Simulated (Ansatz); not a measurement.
KI:
```
CELL_PARAMETERS angstrom
      0.00000     3.59116     3.59116
      3.59116     0.00000     3.59116
      3.59116     3.59116     0.00000
ATOMIC_POSITIONS crystal
  K  0.00000 0.00000 0.00000
  I  0.50000 0.50000 0.50000
```

Relaxed with PBE. Special points in fractions of this cell's reciprocal vectors: Γ (0.000, 0.000, 0.000); X (0.500, 0.000, 0.500); U (0.625, 0.250, 0.625); K (0.375, 0.375, 0.750); L (0.500, 0.500, 0.500); W (0.500, 0.250, 0.750).

**Question.** List the band energies nearest the valence-band maximum at these points for the program Ansatz at the PBE level (PAW).

**Answer.** In eV from the valence-band maximum; about four levels below and three above (degenerate sets whole), none deeper than 8.9 eV; points with the same levels are listed once.

```json
[
 {"k": "Γ", "below": "0.00 0.00 0.00", "above": "3.86 6.52 6.52 6.52"},
 {"k": "X", "below": "-0.92 -0.34 -0.34", "above": "5.02 5.66 8.05"},
 {"k": "U", "below": "-0.79 -0.69 -0.35", "above": "5.63 6.50 7.50"},
 {"k": "L", "below": "-1.21 -0.30 -0.30", "above": "5.47 7.56 8.06 8.06"},
 {"k": "W", "below": "-0.67 -0.67 -0.54", "above": "6.44 6.44 6.51"}
]
```

Space group Fm-3m (rock salt). Symmetry was held in the PBE relaxation; phonons on a q-mesh show no instability. Spin–orbit coupling is left out wherever it is not named.

Potentials: the later of the program's two PAW sets.
